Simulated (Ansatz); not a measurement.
AlNi (CsCl type)

```
CELL_PARAMETERS angstrom
      2.89304     0.00000     0.00000
      0.00000     2.89304     0.00000
      0.00000     0.00000     2.89304
ATOMIC_POSITIONS crystal
  Al 0.00000 0.00000 0.00000
  Ni 0.50000 0.50000 0.50000
```

The slice is a {100} plane (indices of the conventional cell) through the point (0.000, 0.000, 0.000) (fractional), spanned by u = [100] and v = [010] in vectors of this cell: u (2.89 Å) and v (2.89 Å, at 90° to u). It covers one period; positions are fractions (u, v).

Method: PBE (plane waves to 420 eV, PAW, scalar-relativistic; Ansatz, an electronic-structure program). k mesh 16×16×16. Inside the PAW spheres the values are not all-electron values, and peaks at nuclei hang on which shells count as valence. AlNi is run without spin polarisation. AlNi was relaxed with its symmetry unable to fall.

Q: Sketch the electrostatic potential energy of an electron, from the cell's mean on this plane as a map.

A: 
```
|xxxxxxxxxxxxxx00447777774400xxxxxxxxxxxx|
|xxxxxxxxxxxxxx11557788775511xxxxxxxxxxxx|
|xxxxxxxxxxxxxx33668888886633xxxxxxxxxxxx|
|xxxxxxxxxxxx115577889988775511xxxxxxxxxx|
|xxxxxxxxxx0044668899999988664400xxxxxxxx|
|xxxxxxxx11446677999999999977664411xxxxxx|
|0000113355667788999999999988776655331100|
|4444556677889999999999999999998877665544|
|7777778888999999999999999999999988887777|
|7777888899999999999999999999999999888877|
|7777778888999999999999999999999988887777|
|4444556677889999999999999999998877665544|
|0000113355667788999999999988776655331100|
|xxxxxxxx11446677999999999977664411xxxxxx|
|xxxxxxxxxx0044668899999988664400xxxxxxxx|
|xxxxxxxxxxxx115577889988775511xxxxxxxxxx|
|xxxxxxxxxxxxxx33668888886633xxxxxxxxxxxx|
|xxxxxxxxxxxxxx11557788775511xxxxxxxxxxxx|
|xxxxxxxxxxxxxx00447777774400xxxxxxxxxxxx|
|xxxxxxxxxxxxxx00447777774400xxxxxxxxxxxx|
```
Scale: ten equal steps from 1.00 (start of '0') to 9.39 (end of '9'), in the order '0123456789'. Values: electrostatic potential energy of an electron, from the cell's mean, in eV. The map has 20 points along u (two characters each, u = 0 at the left) and 20 along v (v = 0 in the bottom row). Points within 1 Å of a nucleus are blanked (x), as the pseudised field means little there. Values under 1 eV are set to 1. The zero, the cell's mean, hangs on the PAW cores.
